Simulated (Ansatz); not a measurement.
Relaxed-ion elastic tensor of MgO in space group P6_3/mmc (No. 194; Mg on 2c, O on 2d) in GPa (Voigt order), LDA in the plane-wave PAW code Ansatz; density 3.14 g/cm³, 10.67 Å³ per atom.

```
      1     2     3    4    5     6
-  ----  ----  ----  ---  ---  ----
1   197   138  79.8  0.0  0.0   0.0
2   138   197  79.8  0.0  0.0   0.0
3  79.8  79.8   289  0.0  0.0   0.0
4   0.0   0.0   0.0  119  0.0   0.0
5   0.0   0.0   0.0  0.0  119   0.0
6   0.0   0.0   0.0  0.0  0.0  29.7
```

Task: Is the crystal mechanically stable?

Result: Yes: the smallest eigenvalue of C is 29.7 GPa.

Task: Work out the Voigt, Reuss and Hill averages.

Result: K_V = 142, K_R = 142, K_H = 142; G_V = 79.2, G_R = 53.1, G_H = 66.1 GPa.

Task: Give Young's modulus, Poisson's ratio, Pugh's ratio and the universal anisotropy index.

Result: E = 9KG/(3K + G) = 172 GPa; ν = 0.30; K/G = 2.15 (ductile by the Pugh limit of 1.75); A_U = 5G_V/G_R + K_V/K_R − 6 = 2.47.

Task: Estimate the sound speeds and the Debye temperature.

Result: v_l = √((K + 4G/3)/ρ) = 8560 m/s, v_t = √(G/ρ) = 4590 m/s, mean 5130 m/s; Θ = (h/k)(3n/4πV)^(1/3) v_m = 694 K.

Task: How much does each axis shrink under pressure?

Result: Linear compressibilities β_i = Σ_j S_ij (j = 1 to 3): x 2.5, y 2.5, z 2.1 per TPa.

The workflow started from a Materials Project entry (that database holds measured and hypothetical structures alike); the Crystallography Open Database copy checked does not list it. It is not the phase usual at ambient conditions (space group No. 225). Symmetry was held in the LDA relaxation; phonons on a q-mesh show no instability.

Potentials: the later of the program's two PAW sets.
